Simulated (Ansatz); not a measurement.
# GaN (P6_3mc): G0W0 and the band count and response cutoff

```
Ga N
1.0
     3.19000    0.00000    0.00000
    -1.59500    2.76262    0.00000
     0.00000    0.00000    5.18600
Ga N
2 2
Direct
  0.33333 0.66667 0.00000
  0.66667 0.33333 0.50000
  0.33333 0.66667 0.37890
  0.66667 0.33333 0.87890
```

Held fixed (Ansatz):

```
orbitals            : PBE
datasets            : soft PAW set, first generation
k mesh              : 6×6×4
frequencies         : plasmon pole, fitted at the program's default frequency
q → 0 term          : analytic weight of Carrier, Rohra and Görling
band sums           : cut at the band count
spin-orbit coupling : off
```

The gap is read direct at Γ, linearised, between the Kohn-Sham band edges among the points solved. The direct gap is read between the top filled and lowest empty Kohn-Sham band at Γ. Wave cutoffs: 420, 420, 420, 420 eV in the order of the series.

```tsv
bands, response cutoff	KS gap (eV)	G0W0 gap (eV)	direct at Γ (eV)
212 empty bands, 113.3 eV	1.92	3.02	3.02
309 empty bands, 143.3 eV	1.92	3.04	3.04
442 empty bands, 180 eV	1.92	3.04	3.04
849 empty bands, 280 eV	1.92	?	?
```

Q: Fill in the row for 849 empty bands, 280 eV.

A: G0W0 gap 3.03 eV, direct at Γ 3.03 eV.

Soft PAW datasets can miss an all-electron G0W0 gap by more than 5 %. Band sums or response are cut, so the gap isn't at its basis limit. Filled d shells converge slowest, and with PAW files the limit can differ from the all-electron one by tenths of an eV. The gap is read among the points solved; the crystal's band edges can lie elsewhere.
